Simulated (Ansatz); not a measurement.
# BiRuO3 single point

The input, for Ansatz 0.2.0 (plane waves, PAW):

```yaml
crystal:
  lattice:
    - [5.60897848, 0.0, 0.0]
    - [-5.078e-05, 3.31850929, -4.58664137]
    - [-2.80438918, 1.59997066, 4.58664137]
  atoms:
    - { symbol: Bi, position: [0.0863, 0.54186, 0.73753] }
    - { symbol: Bi, position: [0.5868, 0.0422, 0.7379] }
    - { symbol: Ru, position: [0.3075, 0.2047, 0.1768] }
    - { symbol: Ru, position: [0.8055, 0.7033, 0.179] }
    - { symbol: O, position: [0.016, 0.408, 0.206] }
    - { symbol: O, position: [0.464, 0.393, 0.041] }
    - { symbol: O, position: [0.529, 0.903, 0.064] }
    - { symbol: O, position: [0.633, 0.4, 0.663] }
    - { symbol: O, position: [0.984, 0.888, 0.652] }
    - { symbol: O, position: [0.116, 0.885, 0.204] }
kpoints:
  mp_grid: { grid: [4, 4, 5], shift: [0.5, 0.0, 0.0] }
magnetization:
  spin_polarized: false
scf:
  occupations: { method: cold, width: 0.2636 }
  lower_state_search: "off"
  max_iter: 200
hamiltonian:
  pseudopotentials: { kind: paw }
  xc: r2scan
  hubbard:
    projectors: all-electron-ortho-atomic
    sites: [{ species: Ru, l: d, u_eff: 0.71 }]
basis:
  ecutwfc: 500
  fft_grid_basis: typed
output:
  forces: true
  stress: true
  eigenvalues: true
  bader: true
  populations: true
  elf: true
  write_potential: true
  volumetric_format: npy
  dos:
    e_range: [-12, 8]
    de: 0.05
    projected: { site_lists: { Bi: [Bi], O: [O], Ru: [Ru] } }
checkpoint:
  read: saved_state
```

The run starts from an earlier solution of this cell. 

Output (shortened):

```
Bi: projections on atomic orbitals take those of the free atom [Xe 4f14] 5d10 6s2 6p3, of charge +0.00 (hamiltonian.pseudopotentials.projection_atoms); the dataset's partial waves leave at most 4.7e-5 of an orbital's norm unspanned inside its sphere
Ru: projections on atomic orbitals take those of the free atom [Ar 3d10] 4s2 4p6 4d7 5s1, of charge +0.00 (hamiltonian.pseudopotentials.projection_atoms); the dataset's partial waves leave at most 8.1e-6 of an orbital's norm unspanned inside its sphere
O: projections on atomic orbitals take those of the free atom [He] 2s2 2p4, of charge +0.00 (hamiltonian.pseudopotentials.projection_atoms); the dataset's partial waves leave at most 1.9e-8 of an orbital's norm unspanned inside its sphere
Pseudopotentials: kind: paw
Pseudopotential: Bi, paw, valence charge 15, recommended cutoff 500 eV (meta_gga), Bi.paw.azcp
Pseudopotential: Ru, paw, valence charge 16, recommended cutoff 500 eV (meta_gga), Ru.paw.azcp
Pseudopotential: O, paw, valence charge 6, recommended cutoff 500 eV (meta_gga), O.paw.azcp
Functional definition: r2SCAN
  exchange = r2scan_x(k0 = k0, k1 = k1, a1 = a1)
  correlation = r2scan_c
Crystal: 10 atoms, lattice volume = 126.535 Å³
Basis set: ecut = 500 eV, 3209 PW (Γ), exchange–correlation on 180×180×180 points (64 copies of the dense FFT grid, shifted against one another)
Bands: 59, of which v1, the nominal top of the filled ones, is band 49 counted from 1 (48 counted from 0)
Symmetry: 1 space group operations
Space group: P1 (ITA 1), of the structure as read, at distance tolerance 5.0e-5 Å
k-points: 40 of 80 (time reversal used)
Initial density: read from a saved state, or passed on in memory by an earlier SCF of this step, an earlier step, the calling program or the single point that the run made first
Functional: x = r2scan, c = r2scan; τ floored in thin density (d = 2e-4 eV/Å³)
Free energy (F): -40008.0294 eV
Harris-Foulkes:  -40008.0294 eV  (|F-HF|=1.45e-8)
Internal energy: -40008.0711 eV  (E = F + TS)
E sigma→0 (E₀):  -40008.0433 eV
Entropy (-TS):   0.0417 eV (4.171 meV/atom)
Fermi energy:    13.6981 eV
Step filling:    the computed levels leave a gap of 0.0027 eV = 0.0 smearing widths at the electron count; against every level under it full and every level over it empty, smearing changes F+E_penalty+E_count by +19.773 meV and its σ→0 estimate by +5.871 meV
--- Per-component energies (eV) ---
  E_band       = -464.6038
  E_kinetic    = 2685.0881
  E_local      = -7989.7939  (includes V_loc(G=0)·N_el)
  E_nonlocal   = 2111.6916
  E_hartree    = 2690.2344
  E_xc         = -1089.4063
  E_vxc        = -1474.4425  (∫ρ·V_xc dr)
  E_hubbard    = 1.1256  (on-site DFT+U / exact-exchange correction)
  E_vhub       = -2.4463  (the Hubbard potential's part of the band-sum identity)
  E_paw        = -29296.5167  (= ΣΔE_a)
  E_vpaw       = -1272.0601  (= ΣTr[D̂ρ^β])
  E_aug_tail   = 0.0058  (compensation charges beyond the density's cutoff)
  E_vtau       = 96.8825  (kinetic-family band-sum trace: ∫τ·v_τ [+ j·A + Jᵃ·Aᵃ] dr)
  E_ewald      = -9121.4371
  E_core_change = 0.9375  (= ΣΔE_core)
  E_smearing   = 0.0417  (= −TS)
--- Stress (GPa, compression-positive) ---
        4.1197       0.2414       0.0369
        0.2414       0.0021       1.7147
        0.0369       1.7147       4.8615
  P = ⅓ Tr σ = 2.9944 GPa (29.944 kbar)
--- Löwdin populations: 10 sites ---
  site symbol       q [e]
     0     Bi     13.5123
     1     Bi     13.5258
     2     Ru     15.0787
     3     Ru     14.9651
     4      O      6.7598
     5      O      6.7541
     6      O      6.7544
     7      O      6.7627
     8      O      6.7463
     9      O      6.7508
  spilling = 0.0040 (of n_electrons = 98.0000)
--- Bader charges: 10 sites ---
  site symbol  charge [e]  shift [e]
     0     Bi      1.9615     0.0012
     1     Bi      1.9424     0.0010
     2     Ru      1.3775     0.0009
     3     Ru      1.5293     0.0011
     4      O     -1.1388     0.0005
     5      O     -1.1368     0.0005
     6      O     -1.1354     0.0004
     7      O     -1.1403     0.0007
     8      O     -1.1289     0.0002
     9      O     -1.1306     0.0000
```

Origin: a known structure type with other elements, at an estimated volume, so it need not be a known compound. Caveats: many states at the Fermi level without spin polarisation, so a magnetic state may lie lower; the k mesh is coarse if the cell is a metal; a Hubbard term without moments, so a magnetic state may lie lower; atoms or cell far from equilibrium; wide smearing.
